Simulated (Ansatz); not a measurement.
Bi2Te3 (R-3m), two-dimensional strain map

Theory: DFT PBE, scalar-relativistic, plane waves, PAW in Ansatz 0.2.0. The runs took a 420 eV cutoff, a Γ-centred 12×12×12 mesh and Gaussian smearing (0.03 eV). Spin–orbit coupling is left out, which matters for the heavy elements here. No spin polarisation. Energies are free energies at this smearing, counted from the undisturbed cell; pressure is positive in compression.

Reference structure (as given, not relaxed at this level; it stands at 1.9 GPa):

```
CELL_PARAMETERS angstrom
2.19300 1.26613 10.16567
-2.19300 1.26613 10.16567
0.00000 -2.53226 10.16567
ATOMIC_POSITIONS crystal
Bi 0.40000 0.40000 0.40000
Bi 0.60000 0.60000 0.60000
Te 0.00000 0.00000 0.00000
Te 0.20950 0.20950 0.20950
Te 0.79050 0.79050 0.79050
```

The cell is strained by p along both x and y and by q along z, fractional coordinates fixed. Points are written (p, q).

Energy above the undisturbed cell in meV/atom (a dash: not computed):

```
 p \ q  -0.050  -0.025  0.000  0.025  0.050
-0.050   213.8   154.2  109.8   79.5   62.1
 0.000    41.6       –    0.0      –    1.4
 0.050    10.1       –   12.7      –   48.0
```

Pressure in GPa:

```csv
p \ q,-0.050,-0.025,0.000,0.025,0.050
-0.050,13.8,11.1,8.8,6.7,4.8
0.000,5.2,–,1.9,–,-0.6
0.050,-0.3,–,-2.4,–,-4.0
```

Gap on the k-mesh in eV:

| p \ q | -0.050 | -0.025 | 0.000 | 0.025 | 0.050 |
| --- | --- | --- | --- | --- | --- |
| -0.050 | 0.17 | 0.28 | 0.18 | 0.06 | 0.00 |
| 0.000 | 0.11 | – | 0.29 | – | 0.46 |
| 0.050 | 0.05 | – | 0.20 | – | 0.35 |

Where the gap reads zero the k-mesh, chosen for the insulator, is on the coarse side.

Cost: 11 runs of about 16 core-minutes in all, on Arm Neoverse V1 (shared hosts).